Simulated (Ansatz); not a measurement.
## ScBiTe₃: relaxation step by step

A trial structure of ScBiTe₃ was built thus: random cell by space group and Wyckoff sites (P4mm, No. 99). Its size is a rough estimate.

```
Sc Bi Te
1.0
     4.41589    0.00000    0.00000
     0.00000    4.41589    0.00000
     0.00000    0.00000    9.35572
Sc Bi Te
1 1 3
Direct
  0.00000 0.00000 0.56800
  0.50000 0.50000 0.07804
  0.50000 0.00000 0.47774
  0.00000 0.50000 0.47774
  0.00000 0.00000 0.99758
```

All numbers below come from DFT PBE, scalar-relativistic, plane waves, PAW in Ansatz. Cutoff 420 eV, Gaussian smearing, Γ-centred meshes. Cell and atoms relax first on a coarse mesh and then on a finer one. In between, the cell is made exact in the group found at 0.06 Å. In metals the finer mesh still leaves noise of several meV/atom or more. The steps can't lower the symmetry of their start. No spin polarisation in the relaxation; trial moments died out in a coarse test.

Steps on the 4×4×2 mesh (5 atoms, 20 steps). The free energy counts from the last step; some steps are skipped; the plane-wave basis is renewed at times, which shifts energy and pressure.

| step | ΔF (meV/atom) | V (Å³/atom) | P (GPa) | largest force component (eV/Å) |
| --- | --- | --- | --- | --- |
| 1 | 948.8 | 36.49 | 14.57 | 7.277 |
| 3 | 255.2 | 38.84 | 1.91 | 2.357 |
| 5 | 143.4 | 37.66 | -0.28 | 0.684 |
| 7 | 84.8 | 35.75 | -0.20 | 0.336 |
| 9 | 71.7 | 33.97 | 0.04 | 0.142 |
| 12 | 66.3 | 34.29 | 0.01 | 0.161 |
| 14 | 37.0 | 33.98 | -0.34 | 0.326 |
| 16 | 2.4 | 32.93 | 0.44 | 0.228 |
| 18 | -0.1 | 33.86 | -0.04 | 0.054 |
| 20 | 0.0 | 34.15 | 0.10 | 0.029 |

The relaxed structure, after a last relaxation on the converged mesh:

```yaml
crystal:
  lattice:
    - [4.44273, 0.00000, 0.00000]
    - [0.00000, 4.44273, 0.00000]
    - [0.00000, 0.00000, 8.74850]
  atoms:
    - { symbol: Sc, position: [0.00000, 0.00000, 0.69562] }
    - { symbol: Bi, position: [0.50000, 0.50000, 0.93387] }
    - { symbol: Te, position: [0.50000, 0.00000, 0.47419] }
    - { symbol: Te, position: [0.00000, 0.50000, 0.47419] }
    - { symbol: Te, position: [0.00000, 0.00000, 0.02123] }
```

The symmetry stays P4mm (No. 99). The volume per atom shrinks by 5.4 %, from 36.5 to 34.5 Å³. The shortest distance goes from 2.36 Å (Sc–Te) to 2.85 Å (Sc–Te). The energy falls by about 0.95 eV/atom (the start's value is from the coarse mesh). The end is written in a standard setting, so origin, axes and order of atoms can differ from the start's. Around Sc lie 5 Te at 2.85–2.95 Å and 4 Bi at 3.77 Å; around Bi lie 4 Te at 3.23 Å and 4 Sc at 3.77 Å; Te on a site of symmetry 2mm has 2 Sc at 2.95 Å and 4 Te at 3.14 Å; 1 more site not described.

For ScBiTe₃, the volume per atom is 34.5 Å³. The density is 6.1 g/cm³ and the formation energy is −0.38 eV/atom. The gap on the 8×8×4 mesh of the 5-atom cell is 0 eV (a metal).

The zero of energy is the elements' standard structures at the same level; no fitted shifts are applied.

The last run used Gaussian smearing of 0.10 eV. No dispersion correction is applied, so the spacing and binding between layers, chains or molecules are poorly described. Spin–orbit coupling, which can matter for Bi and Te, is left out. The reference form of Te is held partly by dispersion forces, which this level lacks. Symmetry constrained the relaxation, so the result can be a saddle point. In all, the 3 runs took 5.5 min on 1 thread of Arm Neoverse V2, on a shared host.
